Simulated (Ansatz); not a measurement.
**One input, then a changed one: Pd (fcc type)**

First run: DFT, PBEsol, PAW with Ansatz's default frozen-core files, scalar-relativistic (Ansatz 0.2.0).

Command: `ansatz run input.yaml --threads 1 --pin off --max-ram 2048MiB --backend cpu --events-out ev --progress --plain --runs-dir out` It took 3.1 s on 1 thread of Arm Neoverse V1, on a shared host, peak memory 0.26 GiB.

```yaml
crystal:
  lattice:
    - [0.0, 1.4280809184, 1.4280809184]
    - [1.4280809184, 0.0, 1.4280809184]
    - [1.4280809184, 1.4280809184, 0.0]
  atoms:
    - { symbol: Pd, position: [0.0, 0.0, 0.0] }
kpoints:
  mp_grid: { grid: [19, 19, 19] }
  band_path:
    path:
      - [0.0, 0.0, 0.0]
      - [0.5, 0.0, 0.5]
      - [0.625, 0.25, 0.625]
      - [0.375, 0.375, 0.75]
      - [0.0, 0.0, 0.0]
      - [0.5, 0.5, 0.5]
      - [0.5, 0.25, 0.75]
      - [0.5, 0.0, 0.5]
    npoints: 8
scf:
  occupations: { method: fermi_dirac, width: 0.05 }
hamiltonian:
  xc: pbesol
  pseudopotentials: { kind: paw }
output:
  forces: true
  stress: true
  eigenvalues: true
  populations: true
  dos: { projected: true, de: 0.2, e_range: [-14, 8] }
```

The base cell comes from a relaxation on PAW files under the same functional, and the cell shown is scaled from it.

This run: volume at 0.4 of the series' base cell.

It converges in 7 SCF iterations at a pressure of 1858 GPa, cutoff 420 eV.

A second input differs as follows:

```diff
   occupations: { method: fermi_dirac, width: 0.05 }
+  max_iter: 60
 hamiltonian:
-  xc: pbesol
+  xc: lda+u
   pseudopotentials: { kind: paw }
   populations: true
-  dos: { projected: true, de: 0.2, e_range: [-14, 8] }
```

**Question.** What is wrong with it, and what does the program do?

**Answer.** The change was made to test an unknown functional. The run is refused before any iteration. The log ends:
```
Error: YAML parse error: error: line 25 column 7: hamiltonian.xc: unknown variant `lda+u`, expected one of `lda`, `lda-pw`, `pw92`, `pbe`, `pbesol`, `rpbe`, `revpbe`, `blyp`, `pbe0`, `revpbe0`, `b3lyp`, `b3lyp5`, `hse06`, `wpbeh`, `hiss`, `lc_wpbe`, `cam_b3lyp`, `hf`, `r2scan`, `r2scanh`, `r2scan0`, `r2scan50`, `mr2scan`
  --> <input>:25:7
   |
23 |   max_iter: 60
24 | hamiltonian:
25 |   xc: lda+u
   |       ^ hamiltonian.xc: unknown variant `lda+u`, expected one of `lda`, `lda-pw`, `pw92`, `pbe`, `pbesol`, `rpbe`, `revpbe`, `blyp`, `pbe0`, `revpbe0`, `b3lyp`, `b3lyp5`, `hse06`, `wpbeh`, `hiss`, `lc_wpbe`, `cam_b3lyp`, `hf`, `r2scan`, `r2scanh`, `r2scan0`, `r2scan50`, `mr2scan`
26 |   pseudopotentials: { kind: paw }
27 | output:
   |
```
